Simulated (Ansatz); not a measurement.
HfBe5:
```
CELL_PARAMETERS angstrom
      4.51858     0.00000     0.00000
     -2.25929     3.91321     0.00000
      0.00000     0.00000     3.43527
ATOMIC_POSITIONS crystal
  Hf 0.00000 0.00000 0.00000
  Be 0.33333 0.66667 0.00000
  Be 0.66667 0.33333 0.00000
  Be 0.50000 0.00000 0.50000
  Be 0.50000 0.50000 0.50000
  Be 0.00000 0.50000 0.50000
```

Relaxed with r²SCAN. Special points in fractions of this cell's reciprocal vectors: Γ (0.000, 0.000, 0.000); M (0.500, 0.000, 0.000); K (0.333, 0.333, 0.000); A (0.000, 0.000, 0.500); L (0.500, 0.000, 0.500); H (0.333, 0.333, 0.500).

Task: List the band energies nearest the Fermi level at these points for the program Ansatz at the r²SCAN level (PAW).

Result: In eV from the Fermi level; about four levels below and three above (degenerate sets whole), none deeper than 8.9 eV; points with the same levels are listed once.

```tsv
k	below	above
Γ	-1.47 -1.12 -0.96 -0.96	3.12 3.12 4.94
M	-4.05 -3.36 -1.32 -0.22	0.04 1.52 2.30
K	-0.55 -0.55 -0.53 -0.53	3.51 3.51 5.66 5.66 5.66
A	-3.12 -3.12 -2.04 -2.04	3.40 3.80 3.80
L	-5.09 -2.35 -1.77 -1.37	0.13 1.34 3.22
H	-4.86 -4.86 -3.83 -2.56	0.66 0.66 1.55 1.55
```

Space group P6/mmm. The workflow started from a Materials Project entry (that database holds measured and hypothetical structures alike); the Crystallography Open Database copy checked does not list it. Its standing as an ambient phase is unchecked. The r²SCAN relaxation kept the symmetry of its start; its stability against distortions is not shown here. No spin polarisation was allowed. Spin–orbit coupling is left out wherever it is not named.

Potentials: the later of the program's two PAW sets.
